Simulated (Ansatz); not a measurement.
Co$_{2}$N:
```
CELL_PARAMETERS angstrom
      2.76256     0.00000     0.00000
     -1.38128     2.39245     0.00000
      0.00000     0.00000     4.06443
ATOMIC_POSITIONS crystal
  N  0.00000 0.00000 0.00000
  Co 0.33333 0.66667 0.24235
  Co 0.66667 0.33333 0.75765
```

Relaxed with PBEsol. Special points in fractions of this cell's reciprocal vectors: Γ (0.000, 0.000, 0.000); M (0.500, 0.000, 0.000); K (0.333, 0.333, 0.000); A (0.000, 0.000, 0.500); L (0.500, 0.000, 0.500); H (0.333, 0.333, 0.500).

### Question
List the band energies nearest the Fermi level at these points for plane-wave PAW PBEsol (Ansatz code).

### Answer
In eV from the Fermi level; about four levels below and three above (degenerate sets whole), none deeper than 8.9 eV; … stands for higher levels left out; points with the same levels are listed once.

| k | below | above |
|---|---|---|
| Γ | -1.87 -1.87 -1.66 -0.83 -0.83 | 0.42 3.03 3.03 |
| M | -0.67 -0.13 -0.06 0.00 | 0.47 1.15 5.39 |
| K | -0.49 -0.49 -0.33 -0.25 -0.25 | 0.23 1.72 … |
| A | -1.14 -1.14 -0.59 -0.59 | 2.03 2.45 2.45 |
| L | -0.83 -0.61 -0.49 -0.17 | 0.07 2.35 3.71 |
| H | -2.30 -1.57 -1.18 -1.18 | 0.33 0.33 0.93 |

Space group P-3m1 (anti-CdI2 type). The cell is a constructed one: a structure type filled with these elements; neither database checked (COD, Materials Project) lists it. COD files the formula under space group No. 58. Whether it is the stable phase at ambient conditions was not checked. The PBEsol relaxation kept the symmetry of its start; whether a distortion lowers the energy is not shown. The workflow began spin-polarised and lost its moments.

Potentials: the earlier of the program's two PAW sets. The files were generated under PBE; for other functionals the program regenerates the frozen cores, and for LDA and PBEsol the local potential too.
